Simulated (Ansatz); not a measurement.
Ta (fcc (Cu type), space group No. 225) under volume change, PBEsol in the plane-wave PAW code Ansatz, scaled uniformly.

```csv
V (Å³/atom),E − E(relaxed) (meV/atom),P (GPa)
16.567,108.5,22.79
17.114,45.9,14.13
17.660,10.9,6.57
18.206,0.0,0.00
18.752,9.9,-5.70
19.298,38.0,-10.64
19.844,81.7,-14.90
```

**Question.** What does a third-order Birch–Murnaghan fit give for V₀, B₀ and B′?

**Answer.** V₀ = 18.21 Å³/atom, B₀ = 203 GPa, B′ = 3.7.

Space group Fm-3m (fcc (Cu type)). The workflow started from an entry of the Crystallography Open Database (COD), which files this formula under 4 space groups. It is not the phase usual at ambient conditions (space group No. 229). The PBEsol relaxation kept the symmetry of its start. At this level the phase is mechanically unstable. No spin polarisation was allowed. Spin–orbit coupling is left out wherever it is not named.

Potentials: the later of the program's two PAW sets.
